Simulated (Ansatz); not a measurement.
**Computed properties of TiSi₂**

TiSi2:
Space group Cmcm (No. 63); a = 3.486 Å, b = 13.254 Å, c = 3.532 Å, α = β = γ = 90.00°

```
atom  site  symmetry       x       y       z
----  ----  --------  ------  ------  ------
Si      4c       m2m  0.0000  0.0599  0.7500
Si      4c       m2m  0.0000  0.2504  0.2500
Ti      4c       m2m  0.0000  0.6025  0.2500
```
(The calculation used a cell of 6 atoms; values per cell refer to that cell.)

Space group Cmcm (No. 63); conventional cell a = 3.486 Å, b = 13.254 Å, c = 3.532 Å, α = 90.00°, β = 90.00°, γ = 90.00°.

Method: DFT-LDA in the program Ansatz with PAW potentials. Geometry: relaxed at this level of theory. Other levels are named where they apply.

Cell and energy:

```yaml
volume_per_atom: 13.60 Å³
density: 4.23 g/cm³
Formation energy from the elements (no fitted shifts): -0.67 eV/atom
```

Electronic structure:

```yaml
electronic_character: metallic (no gap)
Density of states at the Fermi level: 0.25 states/eV per atom (mean over ±0.08 eV)
```

Mechanics:

```yaml
Bulk modulus (Birch–Murnaghan fit): 143 GPa
Pressure derivative B′: 4.3
```

Phonons:

```yaml
highest_zone_centre_frequency: 472 cm⁻¹
zone_centre_stability: no imaginary mode at Γ
```

The cell was relaxed with LDA under the symmetry of its start. No spin polarisation was allowed. As this level gives no gap, phonon frequencies hold no LO–TO term and depend on the k-mesh and smearing (Fermi–Dirac, 0.1 eV here). The references are the lowest solids computed at this level, not always the standard phases.

Potentials: the later of the program's two PAW sets.
